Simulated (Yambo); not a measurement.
G0W0@LDA for a free-standing CaO$_{2}$H$_{2}$ monolayer (symmetry P-3m1, slab cell 17.5 Å high) in Yambo. Reference settings: 6×6×1 Γ-centred k mesh, 103 bands and a 6 Ry block in the screening, 103 bands in G with the Bruneval-Gonze terminator, plasmon pole fitted at 27.2 eV, slab-truncated Coulomb interaction, stochastic integration of W near q = 0. The LDA gap Γ → Γ on this mesh is 3.68 eV; G0W0 gaps are taken between the same points.

```csv
change from the reference,G0W0 gap Γ → Γ (eV),shift of the valence edge (eV)
reference settings,7.01,-2.00
wavefunctions cut at 20 Ry,[?],-1.96
"56 bands in W, 56 bands in G",7.03,-1.90
exchange cut at 20 Ry,6.70,-1.65
"39 bands in W, 39 bands in G, 5 Ry block",[?],-1.90
"56 bands in W, 56 bands in G, no terminator",6.77,-1.56
"25 bands in W, 25 bands in G, no terminator",[?],-1.71
wavefunctions cut at 30 Ry,7.04,-1.99
```

Estimate the withheld gaps from the other rows; the computed values follow.


- wavefunctions cut at 20 Ry, G0W0 gap Γ → Γ (eV): 7.06
- 39 bands in W, 39 bands in G, 5 Ry block, G0W0 gap Γ → Γ (eV): 7.13
- 25 bands in W, 25 bands in G, no terminator, G0W0 gap Γ → Γ (eV): 7.30

The reference isn't shown to be the converged limit.

Geometry relaxed with LDA; primitive cell a = 3.5147 Å, b = 3.5147 Å, c = 17.5000 Å, α = 90.00°, β = 90.00°, γ = 120.00°.

This is a model layer cut from the bulk structure; whether it is stable on its own was not checked.

A shift is the quasiparticle energy of the state minus its LDA energy.
